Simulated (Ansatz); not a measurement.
Ca3GeN:
```
CELL_PARAMETERS angstrom
      4.79066     0.00000     0.00000
      0.00000     4.79066     0.00000
      0.00000     0.00000     4.79066
ATOMIC_POSITIONS crystal
  N  0.50000 0.50000 0.50000
  Ge 0.00000 0.00000 0.00000
  Ca 0.00000 0.50000 0.50000
  Ca 0.50000 0.00000 0.50000
  Ca 0.50000 0.50000 0.00000
```

Relaxed with r²SCAN.

Problem. Tabulate the valence density and the electron localisation function along the shortest N–Ca contact (2.40 Å), r²SCAN (plane waves, PAW; program Ansatz).

Solution. 

| distance from N (Å) | density (e/Å³) | ELF |
|---|---|---|
| 0.24 | 3.46 | 0.28 |
| 0.36 | 3.08 | 0.56 |
| 0.48 | 2.36 | 0.75 |
| 0.60 | 1.60 | 0.81 |
| 0.72 | 1.05 | 0.82 |
| 0.84 | 0.69 | 0.77 |
| 0.96 | 0.47 | 0.60 |
| 1.08 | 0.35 | 0.32 |
| 1.20 | 0.30 | 0.13 |
| 1.32 | 0.34 | 0.11 |
| 1.44 | 0.52 | 0.29 |
| 1.56 | 0.93 | 0.61 |
| 1.68 | 1.68 | 0.80 |
| 1.80 | 2.78 | 0.85 |
| 1.92 | 4.10 | 0.86 |
| 2.04 | 5.35 | 0.84 |
| 2.16 | 6.25 | 0.80 |

The density is the valence pseudo-density with augmentation charge, so density and ELF within about 1 Å of a nucleus are not all-electron values.

Space group Pm-3m (anti-perovskite). The workflow started from an entry of the Crystallography Open Database (COD). Its standing as an ambient phase is unchecked. The r²SCAN relaxation kept the symmetry of its start; its stability against distortions is not shown here.

Potentials: the later of the program's two PAW sets.
